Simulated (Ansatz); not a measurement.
# Bi-209 nuclear quadrupole resonance in Bi2Se3 at a changed volume

Cell: a COD entry, relaxed with PBE at fixed cell and then changed (volume scaled by 0.94, ions relaxed).

```
Bi Se
1.0
     1.92485    1.11131    8.95603
    -1.92485    1.11131    8.95603
     0.00000   -2.22262    8.95603
Bi Se
2 3
Direct
  0.59695 0.59695 0.59695
  0.40305 0.40305 0.40305
  0.79738 0.79738 0.79738
  0.20262 0.20262 0.20262
  0.00000 0.00000 0.00000
```

Atom numbers follow the list; atoms alike are taken as one site, whose name carries the number of the first.

Level of theory: DFT, PBE, plane waves and PAW, scalar-relativistic, 420 eV cutoff, Γ-centred 14×14×14 k-points, Fermi–Dirac smearing 0.05 eV (Ansatz 0.2.0).

Bi-209: I = 9/2, Q = -516.0 mb (year-2017 value). Static lattice, zero field.

Question: The simulated lines lie at 1.80, 3.59, 5.39, 7.19 MHz. What are |C_Q|, η and |V_zz| at Bi?

Answer: For I = 9/2 and η = 0 the lines are |C_Q|/24 times 1, 2, 3 and 4; η shifts the lowest up most. Here |C_Q| = 43.1 MHz, η = 0.00 and |V_zz| = 3.46 × 10²¹ V/m². The calculation gives V_zz positive; the lines don't show the sign. The site has 6 Se at 2.76–2.91 Å.

An axis of threefold or higher order runs through Bi, so V_zz lies along it and η is zero.

With no gap above 0.1 eV, as in a metal, the gradients converge slowly in k; expect changes of a tenth or more on a denser mesh. Spin–orbit coupling is left out, which shifts gradients on Bi by a few per cent in wide-gap crystals, and can shift them far more where the calculated gap is small or absent, as here. Newer work puts Q(²⁰⁹Bi) near −420 mb, which would lower these couplings by about a fifth. At this changed cell the PBE pressure is 19 GPa.
